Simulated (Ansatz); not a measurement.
SnAu:
```xyz
4
Lattice="4.2966 0.0000 0.0000 -2.1483 3.7209 0.0000 0.0000 0.0000 5.4998" Properties=species:S:1:pos:R:3 pbc="T T T"
Sn     2.1483     1.2403     4.1248
Sn     0.0000     2.4806     1.3749
Au     0.0000     0.0000     2.7499
Au     0.0000     0.0000     0.0000
```

Relaxed with LDA. Special points in fractions of this cell's reciprocal vectors: Γ (0.000, 0.000, 0.000); M (0.500, 0.000, 0.000); K (0.333, 0.333, 0.000); A (0.000, 0.000, 0.500); L (0.500, 0.000, 0.500); H (0.333, 0.333, 0.500).

Question: List the band energies nearest the Fermi level at these points for plane-wave PAW LDA (Ansatz code).

Answer: In eV from the Fermi level; about four levels below and three above (degenerate sets whole), none deeper than 8.9 eV; points with the same levels are listed once.

```tsv
k	below	above
Γ	-4.83 -4.83 -3.84 -3.84 -0.87	0.85 0.85 2.88
M	-2.23 -1.97 -1.92 -1.14	0.81 3.71 4.78
K	-3.87 -3.87 -1.39 -0.23 -0.23	0.99 0.99 1.57
A	-4.94 -4.94 -4.94 -4.94	0.04 0.04 2.59 2.59 2.59 2.59
L	-4.55 -4.55 -3.98 -3.98	0.54 0.54 1.68 1.68
H	-3.32 -3.32 -2.32 -2.32	5.07 5.07 5.95 5.95
```

Space group P6_3/mmc (NiAs type). The first step of the workflow began from a Materials Project structure, measured or hypothetical; the Crystallography Open Database files this formula in space group No. 194, but the cells were not matched. Whether it is the stable phase at ambient conditions was not checked. The cell was relaxed with LDA under the symmetry of its start; of distortions, only those at the zone centre were tested. Scalar-relativistic: spin–orbit coupling is off unless named, which matters more the heavier the elements.

Potentials: the later of the program's two PAW sets.
